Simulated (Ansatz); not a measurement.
This cell of SnTe (rock salt) is off equilibrium:

```
SnTe
1.0
    0.00000     6.40926     6.40926
    3.20463     3.20463     6.40926
    3.20463     3.20463     0.00000
Te Sn
2 2
Cartesian
  0.00000  -0.06000   0.00000
  3.20463   6.46926   3.20463
  3.20463   3.18937   3.20463
  3.20463   6.42453   6.40926
```

Method: PBE (plane waves to 420 eV, PAW, scalar-relativistic; Ansatz, a first-principles code). k mesh 13×13×13 (Γ-centred), Fermi-Dirac smearing 0.05 eV. Compression counts positive. SnTe was relaxed with its symmetry unable to fall. Spin-orbit coupling is left out, though Te is heavy. The PAW data are Ansatz's earlier set.

Problem. Predict the force on every atom, in eV/Å.

Solution. 
| atom | Fx | Fy | Fz |
|---|---|---|---|
| Te1 | 0.000 | 0.102 | 0.000 |
| Te2 | 0.000 | -0.102 | 0.000 |
| Sn3 | 0.000 | 0.027 | 0.000 |
| Sn4 | 0.000 | -0.027 | 0.000 |

(A displaced cell: forces are minus the slopes of the energy, force constants its curvatures, and phonons follow from these.)
